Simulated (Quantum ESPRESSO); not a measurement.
# Strain and stress in PSi2BC4

The results below are calculated, not measured. They come from pw.x of Quantum ESPRESSO 7.5, a plane-wave density functional program, with PseudoDojo standard norm-conserving files (v0.5 for PBE, v0.4.1 for LDA and PBEsol). The cells are made up: elements, strain and atom displacements were drawn at random, and nothing was relaxed. There is no spin polarisation, spin-orbit coupling or dispersion term.

The cell has 8 sites of a zincblende or diamond lattice. Sites 1 to 4 hold P Si Si B; sites 5 to 8 hold C C C C. Cell vectors in Å: (4.291, -0.021, 0.000); (-0.021, 4.291, 0.000); (0.000, 0.000, 4.291). Settings: PBE, cutoff 1116 eV, 4 x 4 x 4 k mesh shifted by half a step, Fermi-Dirac smearing of 0.025 eV.

Each run adds a shear xy (given as the tensor component) to one cell, with the atoms carried along; the vectors above are those of run 4. Stress is positive in tension and P is minus a third of its trace. E is the free energy for each atom above the lowest run shown.

```
run  strain (%)  s_xx (GPa)  s_yy (GPa)  s_zz (GPa)  s_xy (GPa)  P (GPa)  E (meV/atom)
  1       -2.27       -2.16        3.13        1.13      -10.50    -0.70         13.30
  2       -1.55       -1.53        3.47        1.31       -6.90    -1.08          5.51
  4       -0.50       -0.89        3.69        1.50       -1.65    -1.44          0.00
  5        0.51       -0.55        3.63        1.58        3.40    -1.55          1.14
  6        1.01       -0.48        3.49        1.58        5.89    -1.53          4.07
  7        1.28       -0.47        3.39        1.58        7.25    -1.50          6.20
  3       -1.19           ?           ?           ?           ?        ?             ?
```

A rerun of one of these cells at 1347 eV and k mesh 6 x 6 x 6 moved values by no more than 0.007 eV in the cell's energy, 0.08 GPa in stress and 0.007 eV/Å in force.

## Worked fit

A parabola through the six runs shown gives s_xy = 0.85 + 5.00 e + 0.000 e² GPa, with e in per cent and a scatter of 0.01 GPa. The slope is a stiffness of 500 ± 1 GPa for each unit of this strain at e = 0, twice a shear constant under the stress shown, since the tensor component is half the shear angle. The atoms are clamped, and relaxing them would in general lower it. The error is the larger of the fit's own and the change that a cubic makes, rounded up.

## Withheld run

Question: what s_xy should run 3 give?

The fit gives -5.10 GPa. The calculation gave -5.10 GPa.

| run | strain (%) | s_xx (GPa) | s_yy (GPa) | s_zz (GPa) | s_xy (GPa) | P (GPa) | E (meV/atom) |
| --- | --- | --- | --- | --- | --- | --- | --- |
| 3 | -1.19 | -1.28 | 3.58 | 1.39 | -5.10 | -1.23 | 2.93 |